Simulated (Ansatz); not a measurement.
## FeB4 (Pnnm): electronic heat capacity and spin susceptibility from the density of states

The calculation used Ansatz, DFT PBEsol, scalar-relativistic, plane waves, PAW.

Settings: cutoff 420 eV, Γ-centred mesh 8×8×12 on the computed 10-atom cell, Gaussian smearing of 0.10 eV; no spin polarisation.

Relaxed cell: Pnnm, a = 4.464 Å, b = 5.259 Å, c = 2.990 Å, α = 90.00°, β = 90.00°, γ = 90.00°, 10 atoms in the primitive cell. Whether it is the stable form of this composition wasn't checked.

The density of states at the Fermi level is 4.173 states/eV in the cell of 10 atoms (2 formula units; both spins, tetrahedra on a 12×12×18 mesh). Averaged over bins of 0.1 eV the density runs from 1.5 to 5.9 states/eV within 0.2 eV of the Fermi level, so the figure hangs on the exact place of that level.

Task: What Sommerfeld coefficient and Pauli susceptibility does this give?

Result: Per formula unit N(E_F) = 2.086 states/eV. γ = (π²/3) k_B² N(E_F) N_A = 2.357 mJ/(mol K²) per state/eV, so γ = 4.9 mJ/(mol K²), a mole of formula units. χ_P = μ_B² N(E_F) N_A = 3.23×10⁻⁵ emu/mol per state/eV gives 6.7×10⁻⁵ emu/mol. This is the bare band result: a measured γ of the same phase is as a rule larger by a factor 1 + λ from phonons and spin fluctuations, the spin part of χ is larger by the Stoner factor, and a measured χ also holds orbital and core terms. N(E_F) at one energy is sensitive to the mesh where the density of states has sharp peaks.

A ferromagnetic start lost its moments in a first run, so spin was left out; other magnetic orders weren't tried.

Cost: 1 run of about 3.5 core-minutes, on Arm Neoverse V2 (shared hosts).